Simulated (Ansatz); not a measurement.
A relaxed cell of Sn (Fd-3m (No. 227)), relaxed on a k-mesh at least as fine as the one used below. Computed with r2SCAN (plane waves to 500 eV, PAW, scalar-relativistic; Ansatz, a program for electronic structure). Γ-centred k-mesh 9×9×5 on the run's cell (coarser than for final values), Fermi–Dirac smearing 0.05 eV.

```
CELL_PARAMETERS angstrom
      0.00000     3.28336     3.28336
      3.28336     0.00000     3.28336
      6.56673     6.56673     0.00000
ATOMIC_POSITIONS crystal
  Sn 0.25000 0.25000 0.12500
  Sn 0.25000 0.25000 0.62500
  Sn 0.00000 0.00000 0.00000
  Sn 0.00000 0.00000 0.50000
```

Every atom was then displaced, and the forces became (eV/Å):

```json
[
 {"atom": "Sn1", "Fx": "0.91", "Fy": "-1.63", "Fz": "-1.24"},
 {"atom": "Sn2", "Fx": "-0.69", "Fy": "-0.72", "Fz": "1.55"},
 {"atom": "Sn3", "Fx": "-0.29", "Fy": "2.20", "Fz": "0.65"},
 {"atom": "Sn4", "Fx": "0.08", "Fy": "0.15", "Fz": "-0.95"}
]
```

Task: Which atom was moved farthest relative to the others, and in which direction?

Result: Sn3, by (-0.04, -0.14, -0.10) Å (0.18 Å, mean shift removed); the next is Sn4 with 0.13 Å. Its force makes an angle of 153° with its move.

All displacements (Å):

```json
[
 {"atom": "Sn1", "ux": "-0.068", "uy": "0.065", "uz": "0.054"},
 {"atom": "Sn2", "ux": "0.104", "uy": "0.070", "uz": "-0.044"},
 {"atom": "Sn3", "ux": "-0.021", "uy": "-0.143", "uz": "-0.083"},
 {"atom": "Sn4", "ux": "0.045", "uy": "0.000", "uz": "0.150"}
]
```

Task: Estimate the energy cost of the displacement in the harmonic approximation and compare with the calculation.

Result: For a harmonic well ΔE = −½ Σ F·u = 0.462 eV a cell, or 116 meV/atom. The calculated energy relative to the undisplaced cell is +0.11 eV/atom, so the harmonic estimate holds well.

No spin polarisation in the result.

The run that gave the undisplaced cell could not lose the symmetry of its start; a randomly shaken copy of 4 atoms returns to this structure.
